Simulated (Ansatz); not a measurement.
**Question.** Name crystals whose computed values (plane-wave PAW r²SCAN (Ansatz code)) fall in these windows: gap (eV) 0.98 to 1.2; electron conductivity mass (mₑ) 3.1 to 4.3.

**Answer.** 

```
crystal                             gap (eV)  electron conductivity mass (mₑ)
----------------------------------  --------  -------------------------------
Fe2P2O7, P-1 (Pearson symbol aP11)      1.12                              3.6
```
Others may fit too.

Spin orders computed, not proven ground states: Fe2P2O7, P-1 (Pearson symbol aP11) ferromagnetic. Standing as an ambient phase not checked: Fe2P2O7, P-1 (Pearson symbol aP11). The cell was relaxed under the symmetry of its start. No Hubbard U is applied.

Potentials: the later of the program's two PAW sets.
